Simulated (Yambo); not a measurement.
```xyz
9
Lattice="0.0000 3.8123 3.8123 3.8123 0.0000 3.8123 3.8123 3.8123 0.0000" Properties=species:S:1:pos:R:3 pbc="T T T"
H      3.8123     3.8123     5.9003
H      3.8123     3.8123     1.7243
H      5.9003     3.8123     3.8123
H      1.7243     3.8123     3.8123
H      3.8123     5.9003     3.8123
H      3.8123     1.7243     3.8123
Sr     5.7184     5.7184     5.7184
Sr     1.9061     1.9061     1.9061
Os     0.0000     0.0000     0.0000
```

Sr2OsH6 (space group Fm-3m, No. 225): G0W0@LDA in Yambo (4×4×4 Γ-centred k mesh, bands 5 to 159 and a 7 Ry block in the screening, 159 bands in G with the Bruneval-Gonze terminator, plasmon pole fitted at 27.2 eV) on wavefunctions from Quantum ESPRESSO. With the symmetry operations that carry no fractional translation, the mesh has 8 irreducible k points, and the gap Γ → X is 3.596 eV.

**Question.** What changes when point-group symmetry is switched off and time reversal alone is kept?

**Answer.** The mesh then has 36 irreducible points. The exact result doesn't change; the run gives 3.594 eV, and the difference is numerical residue, whose source wasn't traced. Rough time against the symmetric run: about 4× for the empty bands, about 4× for Yambo (3 states against 4).

Spin-orbit coupling is not included.

Geometry of the Materials Project entry, not relaxed at this level.

The structure is a Materials Project entry; no match was found in the copy of COD used, and its stability was not checked.
